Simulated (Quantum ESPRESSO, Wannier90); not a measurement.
YGe (Cmcm): Wannier90 run

```
begin unit_cell_cart
ang
    0.0000000000    0.0000000000    3.9546000000
   -4.2825600000    0.0000000000    0.0000000000
    2.1412800000   -5.3622000000    0.0000000000
end unit_cell_cart
begin atoms_frac
Y   -0.2500000000  0.1386100000  0.2772200000
Y    0.2500000000 -0.1386100000 -0.2772200000
Ge  -0.2500000000  0.4156200000 -0.1687600000
Ge   0.2500000000 -0.4156200000  0.1687600000
end atoms_frac
```

Cell from Materials Project (mp-9971), symmetrised, no further relaxation. Not found in the COD (Crystallography Open Database) copy used; not checked further. Computed values, not measurements, from PBEsol: Quantum ESPRESSO (norm-conserving PseudoDojo potentials, cutoff 63 Ry, no spin polarisation, no spin-orbit coupling) on a Γ-centred 6×6×6 mesh, then Wannier90. Density: 8×8×8 mesh, cold smearing 0.01 Ry. Spin-orbit coupling, left out, would split the p-like bands by a few tenths of an eV.

Bands 19-20 form an isolated set from -10.80 to -6.33 eV relative to the Fermi level (on the path) and are turned into 2 Wannier functions by minimising the spread from the start: atomic waves Ge 4s.

Centres (Cartesian, Å; one of the equivalent choices) and spreads:

```
n       x       y       z  spread (Å²)  nearest atom
-  ------  ------  ------  -----------  ------------
1  -2.141   0.844  -0.989        2.447           Ge3
2   2.141  -0.844   0.989        2.447           Ge4
```

Ω_I = 4.84 Å², Ω_total = 4.89 Å²; the interpolated bands follow pw.x to 2.4 meV rms on the path. Only this start was tried; a symmetric start can stop on a saddle, and mixtures of these functions could lower the total by at most Ω_total − Ω_I.
